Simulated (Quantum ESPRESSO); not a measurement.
Empty bands for a GW run on PbBrF (space group P4/nmm, No. 129): 198 bands on a 2×2×2 mesh, PBEsol, PseudoDojo standard norm-conserving files, scalar-relativistic, Quantum ESPRESSO. The input, in which only the diagonalization keyword changes:

```
&CONTROL
  calculation = 'nscf'
  pseudo_dir = './pseudo'
  outdir = './out'
/
&SYSTEM
  ibrav = 0
  nat = 6
  ntyp = 3
  ecutwfc = 84.0
  ecutrho = 336.0
  occupations = 'fixed'
  force_symmorphic = .true.
  nbnd = 198
/
&ELECTRONS
  conv_thr = 6.000000000000001e-09
  diago_full_acc = .true.
  diago_thr_init = 1e-08
  diagonalization = 'david'
/
ATOMIC_SPECIES
F 18.9984 F.upf
Br 79.9040 Br.upf
Pb 207.2000 Pb.upf
CELL_PARAMETERS angstrom
  4.185060000000   0.000000000000   0.000000000000
  0.000000000000   4.185060000000   0.000000000000
  0.000000000000   0.000000000000   7.662340000000
ATOMIC_POSITIONS crystal
F   0.500000000000   0.500000000000   0.000000000000
F   0.000000000000   0.000000000000   0.000000000000
Br   0.500000000000   0.000000000000   0.652730000000
Br   0.000000000000   0.500000000000   0.347270000000
Pb   0.000000000000   0.500000000000   0.809400000000
Pb   0.500000000000   0.000000000000   0.190600000000
K_POINTS automatic
2 2 2 0 0 0
```

| diagonalization | mean iterations per k point | rough time | largest change of an eigenvalue (eV) |
|---|---|---|---|
| david | 33 | 1 | – |
| cg | 50 | about 6× | 9e-07 |
| paro | 22 | within a factor of two | 5e-08 |

An iteration means different work in each solver, so the counts don't rank them. Times are rough ratios from shared machines.

Spin-orbit coupling is not included.

Geometry of the Materials Project entry, not relaxed at this level.
